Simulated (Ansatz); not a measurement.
TaW:
```xyz
4
Lattice="1.5265 -5.1074 0.0000 1.5265 5.1074 0.0000 0.0000 0.0000 4.5092" Properties=species:S:1:pos:R:3 pbc="T T T"
Ta     1.5265    -1.5192     1.1273
W      1.5265    -4.2297     1.1273
Ta     1.5265     1.5192     3.3819
W      1.5265     4.2297     3.3819
```

Relaxed with r²SCAN. Special points in fractions of this cell's reciprocal vectors: Γ (0.000, 0.000, 0.000); Y (-0.500, 0.500, 0.000); C0 (-0.272, 0.728, 0.000); Σ0 (0.272, 0.272, 0.000); Z (0.000, 0.000, 0.500); A0 (0.272, 0.272, 0.500); E0 (-0.272, 0.728, 0.500); T (-0.500, 0.500, 0.500); S (0.000, 0.500, 0.000); R (0.000, 0.500, 0.500).

Q: List the band energies nearest the Fermi level at these points for r²SCAN (plane waves, PAW; program Ansatz).

A: In eV from the Fermi level; about four levels below and three above (degenerate sets whole), none deeper than 8.9 eV; points with the same levels are listed once.

| k | below | above |
|---|---|---|
| Γ | -1.21 -1.07 -0.76 -0.30 | 0.65 0.79 1.43 |
| Y | -1.87 -1.52 -1.42 -0.80 | 0.37 0.78 1.28 |
| C0 | -2.25 -0.75 -0.36 -0.26 | 0.42 1.21 1.90 |
| Z | -1.21 -1.21 -0.47 -0.47 | 0.11 0.11 1.19 1.19 |
| A0 | -1.55 -1.55 -1.10 -1.10 | 0.69 0.69 1.60 1.60 |
| T | -0.69 -0.69 -0.12 -0.12 | 1.04 1.04 1.17 1.17 |
| S | -2.41 -0.71 -0.54 -0.29 | 0.38 1.49 2.07 |
| R | -2.20 -2.20 -0.30 -0.30 | 0.54 0.54 1.15 1.15 |

Space group Cmcm. The start of the workflow was typed in or built on a structure type; neither database checked (COD, Materials Project) lists it. Its standing as an ambient phase is unchecked. Symmetry was held in the r²SCAN relaxation; whether a distortion lowers the energy is not shown. The run is not spin-polarised. Its formation energy is positive at this level, so the cell may be metastable or incomplete. Spin–orbit coupling is left out wherever it is not named.

Potentials: the earlier of the program's two PAW sets.
